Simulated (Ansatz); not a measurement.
The start is a relaxed WS2 cell, doubled along one cell vector, shaken by Gaussian noise of σ = 0.08 Å a coordinate. The structure is fully relaxed (lattice and positions, P = 0) with r2SCAN (plane waves to 500 eV, PAW, scalar-relativistic; Ansatz, an electronic-structure program). The first steps use a coarse 7×4×7 k-mesh.

Initial structure:
```yaml
crystal:
  lattice:
    - [0.00000, 2.97223, 2.97223]
    - [5.94445, 0.00000, 5.94445]
    - [2.97223, 2.97223, 0.00000]
  atoms:
    - { symbol: W, position: [0.01666, 0.99552, 0.98938] }
    - { symbol: W, position: [0.00104, 0.50536, 0.02184] }
    - { symbol: S, position: [0.26531, 0.10220, 0.23303] }
    - { symbol: S, position: [0.26099, 0.62576, 0.22849] }
    - { symbol: S, position: [0.70586, 0.39186, 0.77105] }
    - { symbol: S, position: [0.71776, 0.87314, 0.77033] }
```
Spin-polarised start, with parallel moments on W.

```json
{
 "largest_initial_force": "about 2.0 eV/Å, on S5 (atoms numbered as listed)",
 "energy_released": "0.10 eV/atom",
 "band_gap_at_the_end": "no gap (metallic)",
 "optimiser_moves": "5"
}
```

Final structure:

```cif
data_S8W4
_chemical_formula_sum 'W4 S8'
_space_group_name_H-M_alt 'Fm-3m'
_space_group_IT_number 225
_space_group_name_Hall '-F 4 2 3'
_cell_length_a 5.94440
_cell_length_b 5.94440
_cell_length_c 5.94440
_cell_angle_alpha 90.000
_cell_angle_beta 90.000
_cell_angle_gamma 90.000
loop_
_atom_site_label
_atom_site_type_symbol
_atom_site_symmetry_multiplicity
_atom_site_Wyckoff_symbol
_atom_site_fract_x
_atom_site_fract_y
_atom_site_fract_z
_atom_site_occupancy
W1 W 4 a 0.00000 0.00000 0.00000 1
S1 S 8 c 0.25000 0.25000 0.25000 1
```
(The calculation used a cell of 3 atoms; values per cell refer to that cell.)

Final values are on a 14×14×14 k-mesh of the relaxed cell. Spin state reached: ferromagnetic (net 0.65 μB/atom), from parallel starting moments; other spin orders were not run from this start.

The relaxed structure here is a generated cell of WS2: the first start was made by placing the elements on the sites of a structure type, and the end was not matched to a known phase here, so it may be hypothetical. Known forms of WS2 include space group No. 194.
